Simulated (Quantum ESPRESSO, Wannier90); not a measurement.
# Sb (simple cubic, model phase), plane waves to Wannier functions

```yaml
crystal:
  lattice:
    - [3.08334, 0.00000, 0.00000]
    - [0.00000, 3.08334, 0.00000]
    - [0.00000, 0.00000, 3.08334]
  atoms:
    - { symbol: Sb, position: [0.00000, 0.00000, 0.00000] }
```

Materials Project entry mp-133; symmetrised, unrelaxed at this level. This isn't the element's usual structure (rhombohedral); take it as a model of another phase. Computed values, not measurements, from PBEsol: Quantum ESPRESSO (norm-conserving PseudoDojo potentials, cutoff 64 Ry, no spin polarisation, no spin-orbit coupling) on a Γ-centred 10×10×10 mesh, then Wannier90. Density: 10×10×10 mesh, cold smearing 0.01 Ry. Spin-orbit coupling is left out although heavy elements are present.

Energies are relative to the Fermi level.

**Bands.** No gap over 0.05 eV opens at the Fermi level at this level of theory. 1 filled group is cut off by gaps; the highest, bands 1–5, spans -29.07 to -28.79 eV and is Sb 4d 100 %.

**Model.** 4 functions (Sb sp) from bands 6-15, frozen to 1.50 eV, reach Ω_I = 6.14 Å² and follow pw.x to 21 meV rms (states up to 1.0 eV relative to the Fermi level).

**Frozen window.** Edge, Ω_I and misfit go -0.5 eV, 5.57 Å², 104 meV; 1.0 eV, 5.98 Å², 26 meV; 1.5 eV, 6.14 Å², 21 meV. Ω_I never falls as the edge rises, since each frozen state takes freedom from the choice of the smoothest subspace. The edges under the compared range leave its upper states unfrozen, and their misfit is the largest.

**No window.** Without a frozen window Ω_I drops to 4.60 Å² while the misfit grows to 491 meV: a small spread is no proof of good bands.

**Outer window.** The setting "outer window to 11.04 eV" raises Ω_I to 6.68 Å², as fewer states are left to mix in, and the misfit goes to 17 meV.

**Stops.** With the frozen window to 3.50 eV the program stops (More states in the frozen window than target WFs). With the outer window to 5.04 eV the program stops (Energy window contains fewer states than number of target WFs).
